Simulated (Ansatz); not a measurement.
V:
Space group Im-3m (No. 229); a = b = c = 2.926 Å, α = β = γ = 90.00°

```json
[
 {"atom": "V", "site": "2a", "symmetry": "m-3m", "x": "0.0000", "y": "0.0000", "z": "0.0000"}
]
```
(The calculation used a cell of 1 atom; values per cell refer to that cell.)

This is the LDA-relaxed structure.

### Question
All from the program Ansatz at the LDA level (PAW), unless another level is named. Give the bulk modulus (Birch–Murnaghan fit).

### Answer
210 GPa.

### Question
Give the elastic constants (relaxed ions, GPa).

### Answer
C11 = 314, C12 = 158, C44 = 11.4.

The cell was relaxed with LDA under the symmetry of its start. The workflow began spin-polarised and lost its moments. As this level gives no gap, shear constants depend on the k-mesh and smearing (Fermi–Dirac, 0.1 eV here). On the denser mesh and wider smearing of the elastic run this cell carries a stress of 0.4 GPa.

Potentials: the earlier of the program's two PAW sets. The files were generated under PBE; for other functionals the program regenerates the frozen cores, and for LDA and PBEsol the local potential too.
